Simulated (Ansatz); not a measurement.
BN (h-BN type, space group P6_3/mmc)

```yaml
crystal:
  lattice:
    - [2.50644, 0.00000, 0.00000]
    - [-1.25322, 2.17064, 0.00000]
    - [0.00000, 0.00000, 6.61469]
  atoms:
    - { symbol: B, position: [0.33333, 0.66667, 0.25000] }
    - { symbol: B, position: [0.66667, 0.33333, 0.75000] }
    - { symbol: N, position: [0.33333, 0.66667, 0.75000] }
    - { symbol: N, position: [0.66667, 0.33333, 0.25000] }
```

The slice is a (-1 1 0 2) plane (indices of the conventional cell) through the point (0.333, 0.667, 0.250) (fractional), spanned by u = [110] and v = [1 -1 1] in vectors of this cell: u (2.51 Å) and v (7.91 Å, at 90° to u). It covers one period; positions are fractions (u, v).

Calculation: PBE-D3(BJ) (plane waves to 420 eV, PAW, scalar-relativistic; Ansatz, a quantum-chemistry and plane-wave program). k mesh 15×15×5. Near the nuclei the fields are pseudised (PAW); where an atom keeps semicore shells as valence, they peak there. BN was relaxed with its symmetry unable to fall.

Task: Around which element is the density of the highest valence band (whole band, smooth part) largest on this plane?

Result: N. Mean over a disc round each atom, of radius 0.45 times the shortest bond: N 0.220, B 0.046 e/Å³.

Task: Sketch the density of the lowest conduction band (whole band as if filled, smooth part) on this plane as a map.

Result: 
```
|9966221122112266|
|6655222222222255|
|3322111111111122|
|2211111111111111|
|1111222222222211|
|1111222222222211|
|1111111122111111|
|0000001122110000|
|0000114477441100|
|0000113333331100|
|3322114466441122|
|9966331111113366|
|6655331111113355|
|3333221111112233|
|2222221111112222|
|1111111111111111|
|2222111111111122|
|6655221100112255|
|9966220000002266|
|0000000000000000|
```
Scale: ten equal steps from 0.001 (start of '0') to 0.224 (end of '9'), in the order '0123456789'. Values: density of the lowest conduction band (whole band as if filled, smooth part) in e/Å³. The map has 8 points along u (two characters each, u = 0 at the left) and 20 along v (v = 0 in the bottom row).
